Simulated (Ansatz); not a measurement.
The calculation used DFT PBE, scalar-relativistic, plane waves, PAW in Ansatz. All cells share a 420 eV cutoff and Γ-centred k meshes spaced at most about 0.3 Å⁻¹ (about 0.25 or finer for metals, 2π included). No spin polarisation in the final relaxations.

Temperature and zero-point effects are left out. All come from trial cells, and lower structures may exist.

Question: Order these relaxed structures of Ta4Ga by energy, lowest first, with the energy over the lowest of them.
A.

```cif
data_structure
_symmetry_space_group_name_H-M 'Cmmm'
_symmetry_Int_Tables_number 65
_cell_length_a 6.8527
_cell_length_b 8.0890
_cell_length_c 3.5326
_cell_angle_alpha 90.000
_cell_angle_beta 90.000
_cell_angle_gamma 90.000
_cell_volume 195.82
loop_
_atom_site_label
_atom_site_type_symbol
_atom_site_symmetry_multiplicity
_atom_site_Wyckoff_symbol
_atom_site_fract_x
_atom_site_fract_y
_atom_site_fract_z
_atom_site_occupancy
Ta1 Ta 4 j 0.50000 0.68548 0.50000 1
Ta2 Ta 4 g 0.22864 0.00000 0.00000 1
Ga1 Ga 2 c 0.50000 0.00000 0.50000 1
```

B.

```cif
data_structure
_symmetry_space_group_name_H-M 'P6/mmm'
_symmetry_Int_Tables_number 191
_cell_length_a 4.6513
_cell_length_b 4.6513
_cell_length_c 7.9975
_cell_angle_alpha 90.000
_cell_angle_beta 90.000
_cell_angle_gamma 120.000
_cell_volume 149.84
loop_
_atom_site_label
_atom_site_type_symbol
_atom_site_symmetry_multiplicity
_atom_site_Wyckoff_symbol
_atom_site_fract_x
_atom_site_fract_y
_atom_site_fract_z
_atom_site_occupancy
Ta1 Ta 2 d 0.33333 0.66667 0.50000 1
Ta2 Ta 2 e 0.00000 0.00000 0.34436 1
Ga1 Ga 1 a 0.00000 0.00000 0.00000 1
```

C.

```cif
data_structure
_symmetry_space_group_name_H-M 'Im-3m'
_symmetry_Int_Tables_number 229
_cell_length_a 5.9179
_cell_length_b 5.9179
_cell_length_c 5.9179
_cell_angle_alpha 90.000
_cell_angle_beta 90.000
_cell_angle_gamma 90.000
_cell_volume 207.25
loop_
_atom_site_label
_atom_site_type_symbol
_atom_site_symmetry_multiplicity
_atom_site_Wyckoff_symbol
_atom_site_fract_x
_atom_site_fract_y
_atom_site_fract_z
_atom_site_occupancy
Ta1 Ta 8 c 0.25000 0.25000 0.75000 1
Ga1 Ga 2 a 0.00000 0.00000 0.00000 1
```

Answer: A (0 meV/atom), C (515 meV/atom), B (742 meV/atom). Forms: A Cmmm; C Im-3m; B P6/mmm. Counting all near atoms (those within 1.25 times the shortest distance at each site; a plus sign parts nearer from farther groups; a slash parts the counts of unlike sites): A has Ta 6/6+1, Ga 6; C has Ta 2+6, Ga 8; B has Ta 1+7/3+6, Ga 2. Even the lowest lies +0.46 eV/atom against the elements.

Spin–orbit coupling, which can matter for Ta, is left out. Cells relaxed within their symmetry can be saddle points. Some structure types and database cells were kept out of the candidates from the start, so a known form may be missing.
